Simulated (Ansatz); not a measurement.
PbS (rock salt)

```yaml
crystal:
  lattice:
    - [0.00000, 6.00891, 6.00891]
    - [3.00445, 0.00000, 3.00445]
    - [3.00445, 3.00445, 0.00000]
  atoms:
    - { symbol: S, position: [0.00000, 0.00000, 0.00000] }
    - { symbol: S, position: [0.50000, 0.00000, 0.00000] }
    - { symbol: Pb, position: [0.25000, 0.50000, 0.50000] }
    - { symbol: Pb, position: [0.75000, 0.50000, 0.50000] }
```

The atoms are displaced by Q × the pattern below (from a DFPT mode at L = (0.5, 0.0, 0.0), largest move 1; Q in Å), at fixed cell. (q is in reciprocal vectors of the primitive cell; the cell shown is doubled to hold the pattern.)

```csv
atom,x,y,z
Pb3,0.577,-0.577,-0.577
Pb4,-0.577,0.577,0.577
```

Atoms not listed stay in place.

Computed with PBE (plane waves to 420 eV, PAW, scalar-relativistic; Ansatz, an electronic-structure program). k mesh 5×10×10 (Γ-centred), Fermi-Dirac smearing 0.05 eV. The energy includes the smearing's −TS. PbS was relaxed with its symmetry unable to fall. Spin-orbit coupling is left out, though Pb is heavy. The zero of ΔE is the undisplaced structure.

```tsv
Q (Å)	ΔE (meV/cell)
-0.180	259.1
-0.150	180.4
-0.120	115.7
-0.090	65.2
-0.060	withheld
-0.030	7.3
0.000	0.0
0.030	7.3
0.060	withheld
0.090	65.2
0.120	115.7
0.150	180.4
0.180	259.1
```

Task: Fit an even polynomial form (powers 2, 4) to the given rows and predict ΔE at Q = 0.060.

Result: Least squares on the 11 given rows: ΔE = (8066)·Q² + (-2130)·Q⁴, in meV/cell with Q in Å; root-mean-square residual 0.02 meV/cell. At 0.060 the fit gives 29.0 meV/cell; the calculation gives 29.0 meV/cell, the same to the digits shown. The quadratic term alone would give 29.0 meV/cell.

(For displaced atoms, the force is minus the slope of the energy, and its curvature is a force constant, which sets phonon frequencies.)
